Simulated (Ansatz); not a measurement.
Recipe of this trial structure of Si₈N: random cell by space group and Wyckoff sites (I4/mmm, No. 139). Lengths were set from tabulated atomic sizes, so they are only a guess.

```xyz
9
Lattice="-3.3162 3.3162 2.7505 3.3162 -3.3162 2.7505 3.3162 3.3162 -2.7505" Properties=species:S:1:pos:R:3 pbc="T T T"
Si    4.0098    0.0000    0.0000
Si    2.6227    0.0000    0.0000
Si    0.0000    2.6227    0.0000
Si    0.0000    4.0098    0.0000
Si    1.1142    0.0000    0.0000
Si    5.5183    0.0000    0.0000
Si    0.0000    5.5183    0.0000
Si    0.0000    1.1142    0.0000
N     0.0000    0.0000    0.0000
```

The calculation used DFT PBE, scalar-relativistic, plane waves, PAW (Ansatz 0.2.0). Cutoff 420 eV, Gaussian smearing, Γ-centred meshes. Cell and atoms relax first on a coarse mesh and then on a finer one. In between, the cell is made exact in the group found at 0.06 Å. In metals the finer mesh still leaves noise of several meV/atom or more. The steps can't lower the symmetry of their start. No spin polarisation in the relaxation; trial moments died out in a coarse test.

A guess keeps its type if space group and coordination stay and the shape of the cell changes little (axis ratios within about 15 %, angles within 6°); the volume may change.

Q: Does this structure survive the relaxation?

A: It doesn't keep its type. The symmetry stays I4/mmm (No. 139). The volume per atom grows by 52.4 %, from 13.4 to 20.5 Å³. The shortest distance goes from 1.11 Å (Si–N) to 1.84 Å (Si–N). The ratio c/a of the conventional cell changes by a factor of 0.26. Counting neighbours within 15 % of an atom's shortest distance, the start has N 4, Si 1/2 and the end N 4, Si 1/7. In detail, at the end Si on its first site is surrounded by 7 Si at 2.55–2.60 Å; Si on its second site is surrounded by 1 N at 1.84 Å and 5 Si at 2.55–2.60 Å; N is surrounded by 4 Si at 1.84 Å.

```yaml
crystal:
  lattice:
    - [-5.98593, 5.98593, 1.28690]
    - [5.98593, -5.98593, 1.28690]
    - [5.98593, 5.98593, -1.28690]
  atoms:
    - { symbol: Si, position: [0.00000, 0.63343, 0.63343] }
    - { symbol: Si, position: [0.00000, 0.36657, 0.36657] }
    - { symbol: Si, position: [0.36657, 0.00000, 0.36657] }
    - { symbol: Si, position: [0.63343, 0.00000, 0.63343] }
    - { symbol: Si, position: [0.00000, 0.15336, 0.15336] }
    - { symbol: Si, position: [0.00000, 0.84664, 0.84664] }
    - { symbol: Si, position: [0.84664, 0.00000, 0.84664] }
    - { symbol: Si, position: [0.15336, 0.00000, 0.15336] }
    - { symbol: N, position: [0.00000, 0.00000, 0.00000] }
```

Energies over the elements count from the elements' standard structures at the same level (N₂ as a molecule), with no fitted energy shifts.

Q: At what energy does it end?

A: +0.67 eV/atom. The separate elements lie lower, so it is unstable against them.

The last run used a 16×16×16 mesh for its 9-atom cell and Gaussian smearing of 0.10 eV. A structure relaxed within its symmetry needn't be a true minimum. Another cell of Si8N relaxed alike, in P4/mmm, lies 166 meV/atom lower, so this cell isn't the stable form at this level.

In counts of neighbours, a slash parts the counts of unlike sites.
